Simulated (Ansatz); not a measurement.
**B: from a starting cell to a relaxed one**

The start is a relaxed B cell, doubled along one cell vector, shaken by Gaussian noise of σ = 0.08 Å a coordinate. The structure is fully relaxed (lattice and positions, P = 0) with r2SCAN (plane waves to 500 eV, PAW, scalar-relativistic; Ansatz, a quantum-chemistry and plane-wave program). First-step values are on the input's coarse k-mesh.

Ansatz input (later rounds restart from its end on a renewed k-mesh):
Ansatz 0.2 input:
```yaml
crystal:
  lattice:
    - [0, 4.934219824, 10.1333816316]
    - [1.5208951862, 0, 5.0666908158]
    - [1.5208951862, 2.467109912, 0]
  atoms:
    - { symbol: B, position: [0.1053096724, 0.5739386762, 0.423470519] }
    - { symbol: B, position: [0.6222832583, 0.587114144, 0.4002450845] }
    - { symbol: B, position: [0.3055814955, 0.1847073162, 0.7571527584] }
    - { symbol: B, position: [0.7859300438, 0.2271206887, 0.7787082878] }
    - { symbol: B, position: [0.2183363507, 0.7747210152, 0.193687745] }
    - { symbol: B, position: [0.7157203361, 0.7741818933, 0.2570287775] }
    - { symbol: B, position: [0.383755509, 0.4128013356, 0.629528567] }
    - { symbol: B, position: [0.8885828134, 0.3987629714, 0.6262842527] }
basis: { ecutwfc: 500, ecutrho_ratio: 4, xc_grid: 4, fft_grid_basis: typed }
kpoints: { mp_grid: { grid: [5, 9, 9] } }
hamiltonian:
  xc: r2scan
  dispersion: none
  pseudopotentials: { azcp: { folder: ./paw }, kind: paw }
scf: { occupations: { method: fermi_dirac, width: 0.05 } }
relax: { f_tol: 0.01, max_steps: 100, cell: { stress_tol: 0.02 } }
output: { forces: true, stress: true }
```

Q: How does the volume change?

A: -27.7 %, from 9.51 to 6.87 Å³/atom.

Q: Is the parent structure recovered?

A: It does not go back: it reaches C2/m (No. 12), 0.64 eV/atom below the parent.

Q: What band gap does the relaxed structure have at this level?

A: No gap (metallic).

Q: Give the final cell and atomic positions.

A: 
Space group C2/m (No. 12); a = 8.5018 Å, b = 2.8433 Å, c = 5.3422 Å, α = γ = 90.00°, β = 121.66°

```
atom  site  symmetry       x       y       z
----  ----  --------  ------  ------  ------
B       4i         m  0.1175  0.0000  0.8686
B       4i         m  0.0375  0.5000  0.3397
B       4i         m  0.3136  0.0000  0.2637
B       4i         m  0.0955  0.0000  0.1923
```
(The calculation used a cell of 8 atoms; values per cell refer to that cell.)

Final values are on a 13×9×8 k-mesh of the relaxed cell. No spin polarisation in the result.

The relaxed structure here is a generated cell of B: the first start was made by a random draw of sites in a space group, and the end was not matched to a known phase here, so it may be hypothetical.
